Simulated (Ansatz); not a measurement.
Relaxed PbTe (rock salt):

```yaml
crystal:
  lattice:
    - [0.00000, 6.56902, 6.56902]
    - [3.28451, 0.00000, 3.28451]
    - [3.28451, 3.28451, 0.00000]
  atoms:
    - { symbol: Te, position: [0.00000, 0.00000, 0.00000] }
    - { symbol: Te, position: [0.50000, 0.00000, 0.00000] }
    - { symbol: Pb, position: [0.25000, 0.50000, 0.50000] }
    - { symbol: Pb, position: [0.75000, 0.50000, 0.50000] }
```

The atoms are displaced by Q × the pattern below (from a DFPT mode at L = (0.5, 0.0, 0.0), largest move 1; Q in Å), at fixed cell. (q is in reciprocal vectors of the primitive cell; the cell shown is doubled to hold the pattern.)

```json
[
 {"atom": "Te1", "x": "-0.577", "y": "0.577", "z": "0.577"},
 {"atom": "Te2", "x": "0.577", "y": "-0.577", "z": "-0.577"}
]
```

Atoms not listed stay in place.

The numbers are results of PBE (plane waves to 420 eV, PAW, scalar-relativistic; Ansatz, a program for electronic structure), not measurements. k mesh 9×9×9 (Γ-centred), Fermi-Dirac smearing 0.05 eV. PbTe was relaxed with its symmetry unable to fall. Spin-orbit coupling is left out, though Pb and Te are heavy.

At one point of the scan the forces (eV/Å) are:

```csv
atom,Fx,Fy,Fz
Te1,-0.250,0.250,0.250
Te2,0.250,-0.250,-0.250
Pb3,0.000,0.000,0.000
Pb4,0.000,0.000,0.000
```

Task: Which point is it?
A) Q = -0.120 Å
B) Q = -0.060 Å
C) Q = -0.180 Å
D) Q = -0.090 Å

Result: D, Q = -0.090 Å

(A displaced cell: forces are minus the slopes of the energy, force constants its curvatures, and phonons follow from these.)
